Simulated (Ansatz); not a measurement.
Molecular dynamics on a 2×2×1 supercell (16 atoms) of LiTlS2 (ordering on zincblende), relaxed with r2SCAN. Forces come from r2SCAN in Ansatz: Langevin thermostat and barostat (NPT), 1700 K, steps of 1 fs. Computed, non-magnetic; the trajectory is short and the cell small, so nothing here is a converged average. The structure comes from a prototype and may be hypothetical.

```yaml
crystal:
  lattice:
    - [8.1335437034, 0.0, 0.0]
    - [0.0, 8.1335437034, 0.0]
    - [0.0, 0.0, 5.7187778241]
  atoms:
    - { symbol: Li, position: [0.0, 0.0, 0.0] }
    - { symbol: S, position: [0.0, 0.25, 0.2309016892] }
    - { symbol: Tl, position: [0.25, 0.25, 0.5] }
    - { symbol: S, position: [0.25, 0.0, 0.7690983108] }
    - { symbol: Li, position: [0.0, 0.5, 0.0] }
    - { symbol: S, position: [0.0, 0.75, 0.2309016892] }
    - { symbol: Tl, position: [0.25, 0.75, 0.5] }
    - { symbol: S, position: [0.25, 0.5, 0.7690983108] }
    - { symbol: Li, position: [0.5, 0.0, 0.0] }
    - { symbol: S, position: [0.5, 0.25, 0.2309016892] }
    - { symbol: Tl, position: [0.75, 0.25, 0.5] }
    - { symbol: S, position: [0.75, 0.0, 0.7690983108] }
    - { symbol: Li, position: [0.5, 0.5, 0.0] }
    - { symbol: S, position: [0.5, 0.75, 0.2309016892] }
    - { symbol: Tl, position: [0.75, 0.75, 0.5] }
    - { symbol: S, position: [0.75, 0.5, 0.7690983108] }
kpoints:
  mp_grid: { grid: [2, 2, 2] }
hamiltonian:
  xc: r2scan
scf:
  occupations: { method: fermi_dirac, width: 0.146 }
md:
  ensemble: npt_langevin
  temperature: 1700
  timestep: 1.0
  n_steps: 20
  initial_velocities: maxwell_boltzmann
  seed: 5864
```

Run as `ansatz run input.yaml --threads 4 --pin off --max-ram 3686MiB --backend cpu --events-out ev --progress --plain --runs-dir out`. Wall time 5.1 min on 4 threads of AMD EPYC (Zen 3), on a shared host; peak host memory 2 GiB.

```
step  t (fs)  T (K)  free energy F from step 0 (meV/atom)  kinetic energy (meV/atom)  pressure (GPa)  volume (Å³/atom)  largest force (eV/Å)
   0       0   1594                                   0.0                      206.0            0.99             23.65                  0.01
   1       1   1635                                   0.5                      211.4            1.03             23.65                  0.14
   2       2   1640                                   1.8                      212.0            1.07             23.65                  0.29
   3       3   1523                                   3.9                      196.8            1.05             23.64                  0.44
   4       4   1623                                   6.7                      209.8            1.18             23.64                  0.58
   5       5   1537                                  10.3                      198.7            1.20             23.63                  0.71
   6       6   1653                                  14.5                      213.7            1.34             23.63                  0.85
   7       7   1507                                  19.3                      194.8            1.34             23.63                  0.97
   8       8   1548                                  24.5                      200.1            1.44             23.63                  1.09
   9       9   1496                                  30.3                      193.4            1.49             23.64                  1.19
  10      10   1454                                  36.6                      187.9            1.55             23.65                  1.29
  11      11   1313                                  43.1                      169.7            1.54             23.67                  1.40
  12      12   1303                                  49.8                      168.4            1.59             23.69                  1.50
  13      13   1247                                  56.6                      161.2            1.61             23.71                  1.60
  14      14   1118                                  63.2                      144.6            1.58             23.73                  1.68
  15      15   1075                                  69.9                      139.0            1.60             23.76                  1.76
  16      16    986                                  76.8                      127.4            1.61             23.78                  1.83
  17      17    991                                  83.3                      128.1            1.68             23.80                  1.90
  18      18    985                                  89.7                      127.3            1.73             23.83                  1.96
  19      19    950                                  95.9                      122.9            1.75             23.85                  2.02
  20      20    963                                 101.8                      124.5            1.80             23.87                  2.07
```

The temperature starts at 1594 K, is lowest at step 19 (950 K, 19 fs) and ends at 963 K. The thermostat hasn't had time to restore it. The atoms start on their lattice sites with kinetic energy alone, so much of it first passes into potential energy.

Positions (Å) and forces (eV/Å) at step 20:
```
cell (Å): 8.160 0.000 0.000; 0.000 8.160 0.000; 0.000 0.000 5.737
Li   0.194   0.072   0.138    -0.232   0.022  -0.178
S   -0.162   2.254   1.259     1.297  -1.317   0.611
Tl   2.008   2.015   2.830     0.202   0.716  -0.619
S    2.254   0.062   4.416    -0.702  -0.273  -0.193
Li  -0.365   4.106   0.190     0.877   0.572  -0.244
S   -0.316   6.115   1.242     2.011   0.475  -0.186
Tl   2.031   6.130   2.904    -0.749   0.449  -0.679
S    2.005   4.197   4.348     0.105  -1.024   0.596
Li   4.130  -0.312  -0.076     0.700   0.598   0.119
S    4.225   1.844   1.333    -0.984   0.343  -0.167
Tl   6.120   2.079   2.926    -0.314  -1.095  -0.464
S    6.394  -0.021   4.317    -0.327  -0.086   0.566
Li   4.342   4.305  -0.117    -0.505  -0.626   0.066
S    4.084   6.066   1.405    -0.583  -0.122  -0.317
Tl   6.078   6.115   2.862    -0.068   0.093   0.980
S    6.289   3.983   4.360    -0.727   1.275   0.110
```
